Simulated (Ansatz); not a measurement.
# Si3N4 — ¹⁴N nuclear quadrupole resonance

Cell: an entry of the Crystallography Open Database (COD; perhaps a calculated or model structure), ions relaxed with PBE at fixed cell.

Space group P6_3/m (No. 176); a = 7.6020, c = 2.9060 Å, γ = 120.00°.

| site | Wyckoff | site symmetry | x | y | z |
| --- | --- | --- | --- | --- | --- |
| Si | 6h | m.. | 0.7680 | 0.1741 | 0.2500 |
| N7 | 6h | m.. | 0.0300 | 0.3299 | 0.2500 |
| N13 | 2d | -6.. | 0.6667 | 0.3333 | 0.2500 |

One atom of each set is listed.

Computed with Ansatz: DFT, r2SCAN, plane waves and PAW, scalar-relativistic, 500 eV cutoff, Γ-centred 4×4×10 k-points, Fermi–Dirac smearing 0.02 eV.

¹⁴N: I = 1, Q = 20.44 mb (year-2017 value). Static lattice, zero field.

Q: Predict the zero-field ¹⁴N lines of each site.

A: For I = 1 the lines are ν± = (3/4)|C_Q|(1 ± η/3) and ν₀ = |C_Q|η/2.

| site | atoms | V_zz (10²¹ V/m²) | C_Q (MHz) | η | line frequencies (MHz) |
| --- | --- | --- | --- | --- | --- |
| N7 | 6 | -4.92 | -2.43 | 0.08 | 0.0976, 1.77, 1.87 |
| N13 | 2 | -4.95 | -2.45 | 0.00 | 1.84 |

An axis of threefold or higher order runs through N13, so V_zz lies along it and η is zero. At N7 V_zz stands upright on the plane through its three neighbours (within 3°).
